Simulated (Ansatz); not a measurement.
Te2W:
```cif
data_Te8W4
_chemical_formula_sum 'Te8 W4'
_space_group_name_H-M_alt 'Pmn21'
_space_group_IT_number 31
_space_group_name_Hall 'P 2ac -2'
_cell_length_a 3.44484
_cell_length_b 6.21555
_cell_length_c 13.83958
_cell_angle_alpha 90.000
_cell_angle_beta 90.000
_cell_angle_gamma 90.000
loop_
_space_group_symop_operation_xyz
  'x, y, z'
  '-x+1/2, -y, z+1/2'
  '-x, y, z'
  'x+1/2, -y, z+1/2'
loop_
_atom_site_label
_atom_site_type_symbol
_atom_site_symmetry_multiplicity
_atom_site_Wyckoff_symbol
_atom_site_fract_x
_atom_site_fract_y
_atom_site_fract_z
_atom_site_occupancy
Te1 Te 2 a 0.00000 0.20755 0.40379 1
Te2 Te 2 a 0.00000 0.29804 0.85775 1
Te3 Te 2 a 0.50000 0.14304 0.15743 1
Te4 Te 2 a 0.00000 0.64660 0.11116 1
W1 W 2 a 0.00000 0.04180 0.01544 1
W2 W 2 a 0.00000 0.60272 0.49972 1
```

This is the LDA-relaxed structure.

All from DFT-LDA in the program Ansatz with PAW potentials, unless another level is named. Give the electronic character.

metallic (no gap).

And the formation energy from the elements (no fitted shifts)?

-0.11 eV/atom.

Predict the density of states at the Fermi level.

0.20 states/eV per atom (mean over ±0.08 eV).

Space group Pmn2_1. The first step of the workflow began from a Materials Project structure, measured or hypothetical; the Crystallography Open Database files this formula in space group No. 31, but the cells were not matched. Whether it is the stable phase at ambient conditions was not checked. The LDA relaxation kept the symmetry of its start; its stability against distortions is not shown here. No spin polarisation was allowed. A crystal of weakly bound layers computed without a dispersion correction: the cell and the soft elastic constants depend strongly on that. The references are the lowest solids computed at this level, not always the standard phases. Scalar-relativistic: spin–orbit coupling is off unless named, which matters more the heavier the elements.

Potentials: the later of the program's two PAW sets.
